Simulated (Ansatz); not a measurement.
According to r²SCAN (plane waves, PAW; program Ansatz), Al$_{2}$Au in the fluorite or antifluorite type structure (Fm-3m) relaxes to a = 6.010 Å. Au has 8 nearest neighbours from 2.60 Å (cubic). Against the elements it lies at -0.49 eV/atom, with no fitted shifts.

Electronic character: metallic (no gap).

Symmetry was held in the r²SCAN relaxation. The references are the lowest solids computed at this level, not always the standard phases. Scalar-relativistic: spin–orbit coupling is off unless named, which matters more the heavier the elements.

Potentials: the later of the program's two PAW sets.
